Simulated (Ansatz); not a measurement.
## Relaxing Si₁₅BC₁₆

Computed with Ansatz 0.2.0, DFT r2SCAN, scalar-relativistic, plane waves, PAW. (500 eV cutoff, 2×2×2 k-mesh, Gaussian smearing of 0.01 eV, no spin polarisation)

What was changed: B on a Si site (Wyckoff letter b), charge -1, atoms relaxed at the host's cell.

In a supercell of 32 atoms the defect feels its periodic images.

Spin polarisation was left out.

Command:

```bash
ansatz run input.yaml --threads 8 --pin off --max-ram 20480MiB --backend cpu --events-out ev --progress --plain --runs-dir out
```

Input:

```yaml
crystal:
  lattice:
    - [6.1551186199, -5.8e-09, 0.0]
    - [-3.077559315, -5.3304890853, 0.0]
    - [0.0, 0.0, -10.0767692094]
  atoms:
    - { symbol: B, position: [0.1754945731, 0.3382110031, 0.0635507367] }
    - { symbol: Si, position: [0.668182764, 0.3338541555, 0.0627067309] }
    - { symbol: Si, position: [0.1684195144, 0.8341096766, 0.0626581296] }
    - { symbol: Si, position: [0.6681786551, 0.8341442884, 0.0627482239] }
    - { symbol: Si, position: [0.8351999171, 0.167687085, 0.5618754194] }
    - { symbol: Si, position: [0.3341088999, 0.1676871021, 0.5619061725] }
    - { symbol: Si, position: [0.8344370747, 0.667319634, 0.5618858441] }
    - { symbol: Si, position: [0.3341084296, 0.666595485, 0.5618925258] }
    - { symbol: Si, position: [0.0029913161, 0.0043920515, 0.3088633684] }
    - { symbol: Si, position: [0.5011333627, 0.0006475754, 0.3125277597] }
    - { symbol: Si, position: [0.0030542094, 0.4987096972, 0.3088000366] }
    - { symbol: Si, position: [0.4975348483, 0.498854371, 0.3089369663] }
    - { symbol: Si, position: [0.0025076665, 0.4992326339, 0.8155823735] }
    - { symbol: Si, position: [0.4978769108, 0.4990603109, 0.8157199071] }
    - { symbol: Si, position: [0.0025855995, 1.0036740016, 0.8156446988] }
    - { symbol: Si, position: [0.5011107185, 1.0006620586, 0.8113851684] }
    - { symbol: C, position: [0.1776616148, 0.3360171126, 0.2367580754] }
    - { symbol: C, position: [0.6675309951, 0.3331382284, 0.2500712349] }
    - { symbol: C, position: [0.1687317929, 0.8343744173, 0.2500134435] }
    - { symbol: C, position: [0.667501973, 0.834438383, 0.2501227732] }
    - { symbol: C, position: [0.8348075059, 0.1675424958, 0.7501272332] }
    - { symbol: C, position: [0.3342043701, 0.1674554658, 0.7501593257] }
    - { symbol: C, position: [0.8342131843, 0.6673049278, 0.7530007152] }
    - { symbol: C, position: [0.3341661665, 0.6669498732, 0.7501439712] }
    - { symbol: C, position: [0.5010702194, 0.0006455928, 0.4999499159] }
    - { symbol: C, position: [0.0015820177, 0.0016264121, 0.4980812575] }
    - { symbol: C, position: [0.5001112622, 0.5001555325, 0.4981123274] }
    - { symbol: C, position: [0.0015850397, 0.5001516539, 0.4980533435] }
    - { symbol: C, position: [0.4772844357, 0.4894812956, 1.0064525782] }
    - { symbol: C, position: [0.0086766032, 0.4932978652, 1.0047293333] }
    - { symbol: C, position: [0.50096512, 1.0006325998, 0.9986953717] }
    - { symbol: C, position: [0.0113903578, 1.0191860138, 1.0030548476] }
  host:
    lattice:
      - [3.07755931, -2.9e-09, 0.0]
      - [-1.5387796525, 2.6652445455, 0.0]
      - [0.0, 0.0, 10.0767692094]
    atoms:
      - { symbol: Si, position: [0.6666666667, 0.3333333333, 0.9378376191] }
      - { symbol: Si, position: [0.3333333333, 0.6666666667, 0.4378376191] }
      - { symbol: Si, position: [0.0, 0.0, 0.6878931826] }
      - { symbol: Si, position: [0.0, 0.0, 0.1878931826] }
      - { symbol: C, position: [0.6666666667, 0.3333333333, 0.7498040047] }
      - { symbol: C, position: [0.3333333333, 0.6666666667, 0.2498040047] }
      - { symbol: C, position: [0.0, 0.0, 0.5004641937] }
      - { symbol: C, position: [0.0, 0.0, 0.0004641937] }
total_charge: -1
basis:
  ecutwfc: 500
  xc_grid: 3
kpoints:
  mp_grid: { grid: [2, 2, 2], shift: [0.0, 0.0, 0.0] }
hamiltonian:
  xc: r2scan
scf:
  occupations: { method: gaussian, width: 0.01 }
output:
  forces: true
  stress: false
  eigenvalues: true
  charged_corrections:
    defect_position: [0.16666667, 0.33333333, 0.06216238]
    epsilon: [[9.7536, 0.0, 0.0], [0.0, 9.7536, 0.0], [0.0, 0.0, 10.372]]
  write_density: true
  write_potential: true
  elf: true
  volumetric_format: npy
relax:
  adjacent_minimum: "off"
  f_tol: 0.025
  max_steps: 45
```

F is the free energy.

Steps:

```csv
step,F − F(1) (eV),largest force component (eV/Å)
1,0.0000,1.191
2,-0.1059,0.525
3,-0.1429,0.047
4,-0.1434,0.008
```

Relaxed structure:

```
CELL_PARAMETERS angstrom
6.15512 0.00000 0.00000
-3.07756 -5.33049 0.00000
0.00000 0.00000 -10.07677
ATOMIC_POSITIONS crystal
B 0.16819 0.33419 0.06207
Si 0.66857 0.33496 0.06117
Si 0.16741 0.83380 0.06117
Si 0.66857 0.83379 0.06117
Si 0.83570 0.16795 0.56232
Si 0.33441 0.16795 0.56232
Si 0.83484 0.66752 0.56235
Si 0.33441 0.66666 0.56232
Si 0.00379 0.00540 0.30759
Si 0.50152 0.00085 0.31115
Si 0.00380 0.49858 0.30759
Si 0.49698 0.49858 0.30759
Si 0.00278 0.49958 0.81725
Si 0.49896 0.49957 0.81725
Si 0.00278 0.00339 0.81725
Si 0.50151 0.00085 0.81284
C 0.16820 0.33419 0.23967
C 0.66788 0.33358 0.25024
C 0.16879 0.83449 0.25024
C 0.66788 0.83449 0.25024
C 0.83528 0.16773 0.75047
C 0.33462 0.16773 0.75047
C 0.83484 0.66752 0.75300
C 0.33462 0.66708 0.75047
C 0.50151 0.00085 0.49982
C 0.00190 0.00164 0.49825
C 0.50072 0.50046 0.49825
C 0.00190 0.50046 0.49826
C 0.48604 0.49311 0.00398
C 0.00925 0.49312 0.00398
C 0.50151 0.00085 0.99948
C 0.00925 0.01631 0.00397
```

The run converged. The run took 42 s on 8 threads of Intel(R) Xeon(R) Processor @ 2.50GHz (Skylake/Cascade Lake) (shared host), peak memory 2.3 GiB.